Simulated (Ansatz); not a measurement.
Sheets of one type (M2XT2 MXene (fcc sites)-type), DFT-PBE in the program Ansatz with PAW potentials; HSE06 gaps on those cells.

| layer | a (Å) | thickness (Å) |
|---|---|---|
| Zr2CO2 | … | … |
| W2CO2 | 3.110 | 4.49 |
| Cr2CO2 | 2.894 | 4.41 |
| Ti2CO2 | 3.029 | 4.43 |
| Zr2CF2 | 3.303 | 5.13 |

Some entries are withheld; supply them.


- Zr2CO2, a (Å): 3.307
- Zr2CO2, thickness (Å): 4.63

Spin orders computed, not proven ground states: Cr2CO2, M2XT2 MXene (fcc sites)-type layer ferromagnetic. All cells were relaxed under the symmetry of their starts (and spin orders); stability against distortions was not tested throughout. Rows with no word on spin ran without spin polarisation. No Hubbard U is applied. Scalar-relativistic: spin–orbit coupling is off unless named, which matters more the heavier the elements. Constructed layers (a layer type filled with these elements): Zr2CO2, M2XT2 MXene (fcc sites)-type layer; W2CO2, M2XT2 MXene (fcc sites)-type layer; Cr2CO2, M2XT2 MXene (fcc sites)-type layer; Ti2CO2, M2XT2 MXene (fcc sites)-type layer; Zr2CF2, M2XT2 MXene (fcc sites)-type layer.

Potentials: the later of the program's two PAW sets.
